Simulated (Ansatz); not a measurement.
Input and command of a plane-wave DFT calculation in Ansatz:

```yaml
crystal:
  lattice:
    - [4.2853274191, 0.0, 0.0]
    - [0.0, 4.2853274191, 0.0]
    - [0.0, 0.0, 10.99069213]
  atoms:
    - { symbol: Sn, position: [0.5, 0.0, 0.367829538] }
    - { symbol: Sn, position: [0.0, 0.5, 0.632170462] }
    - { symbol: Se, position: [0.5, 0.0, 0.611490186] }
    - { symbol: Se, position: [0.0, 0.5, 0.388509814] }
basis:
  ecutwfc: 420
kpoints:
  mp_grid: { grid: [6, 6, 4] }
hamiltonian:
  xc: lda
scf:
  occupations: { method: gaussian, width: 0.05 }
output:
  forces: true
  stress: true
  eigenvalues: true
```

```bash
ansatz run input.yaml --threads 2 --pin off --max-ram 5120MiB --backend cpu --events-out ev --progress --plain --runs-dir out
```

Processor: Arm Neoverse V1, 2 threads, on a host shared with other jobs.

**Question.** Estimate time, memory and problem size.

**Answer.** About 6.9 s on 2 threads of Arm Neoverse V1, with other jobs on the host, peak memory 0.51 GiB. It solves 36 bands at 30 k points (the mesh reduced by symmetry) with about 3933 plane waves, in 7 SCF iterations.
